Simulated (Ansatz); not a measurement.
**Structures of Li$_{2}$Se$_{3}$: which is lowest?**

Plane-wave DFT in Ansatz with scalar-relativistic PAW potentials, cutoff 420 eV, Γ-centred meshes chosen by cell and gap, Gaussian smearing with energies taken to zero width. Every cell was relaxed (cell and atoms) in a run of its own, within the symmetry of its start. Functional: PBE.

Relaxed structures (starts from databases or built by putting these elements on another compound's sites):
A. P-3m1, 5 atoms in the computed cell, a = 4.318 Å, c = 6.760 Å; sites (symmetry × multiplicity) Li 3m. × 2, Se -3m. × 1 + 3m. × 2; start: built
B. R-3m, 5 atoms in the computed cell, a = 4.266 Å, c = 26.480 Å; sites (symmetry × multiplicity) Li 3m × 6, Se -3m × 3 + 3m × 6; start: built

Task: Rank them by energy. Could pressure change the order?

Result:
| structure | group | E − E(lowest) (meV/atom) | V (Å³/atom) | gap on mesh (eV) |
| --- | --- | --- | --- | --- |
| A | P-3m1 | 0.0 | 21.83 | 0.00 |
| B | R-3m | 44 | 27.82 | 0.00 |

A is lowest, 44 meV/atom under B. The lowest is also the densest of these, so pressure wouldn't bring one of the others in at first order. Other structures may lie lower than all of these, and vibrations aren't counted.

Spin polarisation was left out, and a magnetic state may lie lower.